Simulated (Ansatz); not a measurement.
B2Ru in space group P6/mmm (No. 191; Ru on 1a, B on 2d) at seven volumes, PBE in the plane-wave PAW code Ansatz, shape and atoms relaxed at each. One row is withheld.

| V (Å³/atom) | P (GPa) |
|---|---|
| 7.856 | 33.12 |
| 8.115 | 20.27 |
| 8.374 | ? |
| 8.633 | -0.02 |
| 8.892 | -7.98 |
| 9.151 | -14.77 |
| 9.410 | -20.55 |

Q: Fit the shown pressures and predict the withheld one.

A: Third-order Birch–Murnaghan: P = (3/2)B₀(x^(7/2) − x^(5/2))[1 + (3/4)(B′ − 4)(x − 1)] with x = (V₀/V)^(2/3). Least squares on the six rows gives V₀ = 8.632 Å³/atom, B₀ = 286.8 GPa, B′ = 4.30. At V = 8.374, x = 1.0204 and P = 9.29 GPa. The run itself gave 9.31 GPa.

The cell is a constructed one: a structure type filled with these elements; neither database checked (COD, Materials Project) lists it. COD files the formula under space group No. 59. Its standing as an ambient phase is unchecked. Symmetry was held in the PBE relaxation; its stability against distortions is not shown here. No spin polarisation was allowed.

Potentials: the earlier of the program's two PAW sets.
